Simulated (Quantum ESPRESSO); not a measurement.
```
CELL_PARAMETERS angstrom
      0.00000     2.94056     2.94056
      2.94056     0.00000     2.94056
      2.94056     2.94056     0.00000
ATOMIC_POSITIONS crystal
  P  0.75000 0.75000 0.75000
  In 0.00000 0.00000 0.00000
```

Cell and atoms were relaxed with PBEsol from Materials Project entry mp-20351, within its symmetry.

Problem. What does norm-conserving PBEsol (Quantum ESPRESSO, 70 Ry, scalar-relativistic) give for the electronic structure near the Fermi level?

Solution. The PBEsol gap is direct, 0.56 eV at Γ. Spin-orbit splittings are left out.
